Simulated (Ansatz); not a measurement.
As:
```cif
data_As6
_chemical_formula_sum 'As6'
_space_group_name_H-M_alt 'R-3m :H'
_space_group_IT_number 166
_space_group_name_Hall '-R 3 2"'
_cell_length_a 3.81202
_cell_length_b 3.81202
_cell_length_c 10.78720
_cell_angle_alpha 90.000
_cell_angle_beta 90.000
_cell_angle_gamma 120.000
loop_
_atom_site_label
_atom_site_type_symbol
_atom_site_symmetry_multiplicity
_atom_site_Wyckoff_symbol
_atom_site_fract_x
_atom_site_fract_y
_atom_site_fract_z
_atom_site_occupancy
As1 As 6 c 0.00000 0.00000 0.22638 1
```
(The calculation used a cell of 2 atoms; values per cell refer to that cell.)

Relaxed with PBE.

Q: Which orbitals make up the states near the Fermi level in the program Ansatz at the PBE level (PAW)?

A: Within 0.5 eV of the Fermi level: As 4p 79 %, As 4s 17 %. Projections are on Löwdin-orthogonalised atomic valence shells; empty p or d shells of many metals are not among them.

Q: Tabulate the density of states.

A: States/eV per cell of 2 atoms, in 0.25 eV bins, energy from the Fermi level.

| E (eV) | total | As 4p | As 4s |
|---|---|---|---|
| -7.85 | 0.18 | 0.04 | 0.15 |
| -7.60 | 0.15 | 0.03 | 0.12 |
| -7.35 | 0.12 | 0.02 | 0.10 |
| -7.10 | 0.09 | 0.01 | 0.08 |
| -6.85 | 0.07 | 0.01 | 0.06 |
| -6.60 | 0.05 | 0.01 | 0.04 |
| -6.35 | 0.02 | 0.00 | 0.02 |
| -6.10 | 0.00 | 0.00 | 0.00 |
| -5.85 | 0.71 | 0.68 | 0.04 |
| -5.60 | 0.97 | 0.94 | 0.03 |
| -5.35 | 0.81 | 0.78 | 0.03 |
| -5.10 | 0.82 | 0.78 | 0.03 |
| -4.85 | 0.88 | 0.83 | 0.04 |
| -4.60 | 0.96 | 0.91 | 0.04 |
| -4.35 | 1.08 | 1.02 | 0.05 |
| -4.10 | 1.29 | 1.22 | 0.06 |
| -3.85 | 1.45 | 1.37 | 0.07 |
| -3.60 | 1.47 | 1.39 | 0.07 |
| -3.35 | 1.48 | 1.39 | 0.08 |
| -3.10 | 1.52 | 1.42 | 0.09 |
| -2.85 | 1.60 | 1.48 | 0.10 |
| -2.60 | 1.52 | 1.39 | 0.10 |
| -2.35 | 1.37 | 1.25 | 0.11 |
| -2.10 | 1.22 | 1.10 | 0.10 |
| -1.85 | 1.13 | 1.01 | 0.11 |
| -1.60 | 0.86 | 0.74 | 0.11 |
| -1.35 | 0.76 | 0.64 | 0.10 |
| -1.10 | 0.65 | 0.54 | 0.09 |
| -0.85 | 0.54 | 0.45 | 0.08 |
| -0.60 | 0.43 | 0.35 | 0.07 |
| -0.35 | 0.30 | 0.24 | 0.05 |
| -0.10 | 0.22 | 0.17 | 0.04 |
| 0.15 | 0.15 | 0.11 | 0.03 |
| 0.40 | 0.43 | 0.34 | 0.07 |
| 0.65 | 0.95 | 0.78 | 0.13 |
| 0.90 | 1.40 | 1.17 | 0.16 |
| 1.15 | 1.53 | 1.30 | 0.16 |
| 1.40 | 1.31 | 1.12 | 0.12 |
| 1.65 | 1.59 | 1.33 | 0.11 |
| 1.90 | 1.71 | 1.38 | 0.10 |
| 2.15 | 1.90 | 1.55 | 0.10 |
| 2.40 | 1.35 | 1.13 | 0.06 |
| 2.65 | 1.16 | 1.01 | 0.04 |
| 2.90 | 1.19 | 1.05 | 0.04 |
| 3.15 | 1.18 | 1.03 | 0.03 |
| 3.40 | 1.26 | 1.06 | 0.03 |
| 3.65 | 1.35 | 1.10 | 0.03 |
| 3.90 | 1.16 | 0.94 | 0.03 |
| 4.15 | 0.90 | 0.75 | 0.02 |
| 4.40 | 0.74 | 0.62 | 0.02 |
| 4.65 | 0.61 | 0.52 | 0.02 |

Symmetry was held in the PBE relaxation. Scalar-relativistic: spin–orbit coupling is off unless named, which matters more the heavier the elements.

Potentials: the later of the program's two PAW sets.
